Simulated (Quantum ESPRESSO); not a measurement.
# Band energies of AgI at -1.5 % isotropic strain

```
AgI
1.0
    4.48828     0.00000     0.00000
   -2.24414     3.88696     0.00000
    0.00000     0.00000     7.33268
Ag I
2 2
Cartesian
  0.00000   2.59131   0.01799
  2.24414   1.29566   3.68433
  0.00000   2.59131   2.76770
  2.24414   1.29566   6.43404
```

PBEsol (pw.x of Quantum ESPRESSO, ONCV potentials, without SOC); path ΓMKΓALHA,LM,KH; energies in eV from the valence-band maximum.

```csv
k (1/Å),point,band 22,band 23,band 24,band 25,band 26,band 27,band 28,band 29
0.00,Γ,-0.83,-0.83,-0.08,0.00,0.00,1.23,2.47,5.57
0.23,,-1.42,-1.07,-0.74,-0.23,-0.15,2.01,3.09,5.03
0.46,,-2.36,-1.72,-1.58,-0.66,-0.50,2.91,3.51,4.86
0.69,,-2.75,-2.44,-1.98,-1.13,-0.79,3.24,3.41,4.65
0.81,M,-2.92,-2.50,-2.05,-1.21,-0.83,3.26,3.39,4.60
0.92,,-2.89,-2.52,-2.10,-1.27,-0.93,3.43,3.61,4.55
1.27,K,-2.86,-2.86,-1.76,-1.76,-1.54,4.06,4.60,4.60
1.48,,-2.66,-2.55,-2.24,-1.28,-1.26,4.08,4.28,4.61
1.69,,-2.34,-2.05,-1.85,-0.78,-0.76,3.34,4.17,4.93
1.90,,-1.71,-1.35,-1.03,-0.35,-0.31,2.40,3.45,4.88
2.21,Γ,-0.83,-0.83,-0.08,0.00,0.00,1.23,2.47,5.57
2.42,,-0.82,-0.71,-0.71,-0.13,-0.13,1.96,2.53,5.36
2.64,A,-1.89,-0.43,-0.43,-0.43,-0.43,2.56,2.56,5.53
2.84,,-1.91,-0.84,-0.84,-0.59,-0.59,3.04,3.04,5.01
3.14,,-2.47,-1.41,-1.41,-1.13,-1.13,3.33,3.33,4.83
3.34,,-3.00,-1.42,-1.42,-1.40,-1.40,3.11,3.11,4.72
3.44,L,-3.13,-1.44,-1.44,-1.42,-1.42,3.08,3.08,4.69
3.56,,-3.12,-1.61,-1.61,-1.35,-1.35,3.23,3.23,4.78
3.79,,-3.05,-2.13,-2.13,-1.30,-1.30,3.78,3.78,5.41
3.91,H,-3.04,-2.22,-2.22,-1.30,-1.30,3.85,3.85,5.50
4.10,,-2.94,-2.02,-2.02,-1.31,-1.31,3.80,3.80,5.35
4.28,,-2.55,-1.59,-1.59,-1.30,-1.30,3.78,3.78,4.98
4.47,,-2.10,-1.28,-1.28,-0.96,-0.96,3.63,3.63,4.71
4.66,,-1.91,-0.79,-0.79,-0.57,-0.57,2.99,2.99,5.05
4.84,A,-1.89,-0.43,-0.43,-0.43,-0.43,2.56,2.56,5.53
4.84,L,-3.13,-1.44,-1.44,-1.42,-1.42,3.08,3.08,4.69
5.06,,-2.99,-2.09,-1.86,-1.15,-1.01,2.93,3.42,4.98
5.27,M,-2.92,-2.50,-2.05,-1.21,-0.83,3.26,3.39,4.60
5.27,K,-2.86,-2.86,-1.76,-1.76,-1.54,4.06,4.60,4.60
5.38,,-2.88,-2.84,-1.69,-1.69,-1.60,4.17,4.50,4.50
5.70,H,-3.04,-2.22,-2.22,-1.30,-1.30,3.85,3.85,5.50
```

The PBEsol gap is direct, 1.23 eV at Γ.

Spin-orbit coupling is left out, which matters for elements this heavy: edges can move by tenths of an eV.

Geometry strained from the cell relaxed with PBEsol, atoms relaxed again.
